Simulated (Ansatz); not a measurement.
**TiAl: from a starting cell to a relaxed one**

The start is a generated trial cell of TiAl in the AFLOW prototype AB_hP12_186_a2b_a2b (B6, as in SiC). A full variable-cell relaxation at zero pressure is run with PBEsol (plane waves to 420 eV, PAW, scalar-relativistic; Ansatz, a first-principles code). The first steps use a coarse 9×9×2 k-mesh.

Starting cell:
```yaml
crystal:
  lattice:
    - [3.51583, 0.00000, 0.00000]
    - [-1.75792, 3.04480, 0.00000]
    - [0.00000, 0.00000, 17.25203]
  atoms:
    - { symbol: Ti, position: [0.00000, 0.00000, 0.00000] }
    - { symbol: Ti, position: [0.00000, 0.00000, 0.50000] }
    - { symbol: Ti, position: [0.66667, 0.33333, 0.83325] }
    - { symbol: Ti, position: [0.33333, 0.66667, 0.33325] }
    - { symbol: Ti, position: [0.66667, 0.33333, 0.16650] }
    - { symbol: Ti, position: [0.33333, 0.66667, 0.66650] }
    - { symbol: Al, position: [0.00000, 0.00000, 0.87460] }
    - { symbol: Al, position: [0.00000, 0.00000, 0.37460] }
    - { symbol: Al, position: [0.66667, 0.33333, 0.70785] }
    - { symbol: Al, position: [0.33333, 0.66667, 0.20785] }
    - { symbol: Al, position: [0.66667, 0.33333, 0.04150] }
    - { symbol: Al, position: [0.33333, 0.66667, 0.54150] }
```

Question: How large is the pressure on the unrelaxed cell, and of which sign?

Answer: +53.1 GPa (positive: the cell is compressed).

Question: Does the structure survive the relaxation? Give the final space group.

Answer: The space group goes from P6₃mc (No. 186) to P6mm (No. 183), with 6 atoms in the primitive cell.

Question: By how much does the energy per atom fall from start to end?

Answer: 2.79 eV/atom.

Question: How does the volume change?

Answer: +4.8 %, from 15.39 to 16.12 Å³/atom.

Question: Is the relaxed structure metallic? Give its gap.

Answer: No gap (metallic).

Question: Write out the relaxed structure.

Answer: 
Space group P6mm (No. 183); a = 4.503 Å, b = 4.503 Å, c = 5.509 Å, α = 90.00°, β = 90.00°, γ = 120.00°

```
atom  site  symmetry       x       y       z
----  ----  --------  ------  ------  ------
Ti      1a       6mm  0.0000  0.0000  0.3076
Ti      2b       3m.  0.3333  0.6667  0.5358
Al      1a       6mm  0.0000  0.0000  0.7901
Al      2b       3m.  0.3333  0.6667  0.0391
```

Final values are on a 10×10×7 k-mesh of the relaxed cell. No spin polarisation in the result.

The run could not lose the symmetry of its start: the end is stationary, and may be a saddle point rather than a minimum.

The relaxed structure here is a generated cell of TiAl: the first start was made by placing the elements on the sites of a structure type, and the end was not matched to a known phase here, so it may be hypothetical. Known forms of TiAl include space group No. 123.
